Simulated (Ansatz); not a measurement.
AlRu:
```
CELL_PARAMETERS angstrom
      1.47405    -4.54253     0.00000
      1.47405     4.54253     0.00000
      0.00000     0.00000     4.08875
ATOMIC_POSITIONS crystal
  Al 0.59290 0.40710 0.25000
  Ru 0.86333 0.13667 0.25000
  Al 0.40710 0.59290 0.75000
  Ru 0.13667 0.86333 0.75000
```

This is the PBEsol-relaxed structure.

Question: All from PBEsol (plane waves, PAW; program Ansatz), unless another level is named. Give the highest zone-centre frequency.

Answer: 412 cm^-1.

Question: Give the bulk modulus (Birch–Murnaghan fit).

Answer: 196 GPa.

Space group Cmcm. The start of the workflow was typed in or built on a structure type; neither database checked (COD, Materials Project) lists it. COD files the formula under space group No. 221. Its standing as an ambient phase is unchecked. Symmetry was held in the PBEsol relaxation; whether a distortion lowers the energy is not shown. The run is not spin-polarised. As this level gives no gap, phonon frequencies hold no LO–TO term and depend on the k-mesh and smearing (Fermi–Dirac, 0.1 eV here).

Potentials: the earlier of the program's two PAW sets. The files were generated under PBE; for other functionals the program regenerates the frozen cores, and for LDA and PBEsol the local potential too.
